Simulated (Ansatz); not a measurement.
SnO in space group P3_221 (No. 154; Sn on 3a, O on 3b) at seven volumes, plane-wave PAW PBE (Ansatz code), shape and atoms relaxed at each. One row is withheld.

| V (Å³/atom) | P (GPa) |
|---|---|
| 22.777 | 0.91 |
| 23.527 | 0.52 |
| 24.278 | ? |
| 25.029 | 0.00 |
| 25.780 | -0.17 |
| 26.531 | -0.29 |
| 27.282 | -0.38 |

Q: Fit the shown pressures and predict the withheld one.

A: P = (3/2)B₀(x^(7/2) − x^(5/2))[1 + (3/4)(B′ − 4)(x − 1)] with x = (V₀/V)^(2/3). Least squares on the six rows gives V₀ = 25.025 Å³/atom, B₀ = 6.5 GPa, B′ = 8.73. At V = 24.278, x = 1.0204 and P = 0.22 GPa. The run itself gave 0.22 GPa.

The cell is a constructed one: a structure type filled with these elements; neither database checked (COD, Materials Project) lists it. It is not the phase usual at ambient conditions (space group No. 129). The cell was relaxed with PBE under the symmetry of its start; whether a distortion lowers the energy is not shown. A crystal of weakly bound chains computed without a dispersion correction: the cell and the soft elastic constants depend strongly on that. Scalar-relativistic: spin–orbit coupling is off unless named, which matters more the heavier the elements.

Potentials: the later of the program's two PAW sets.
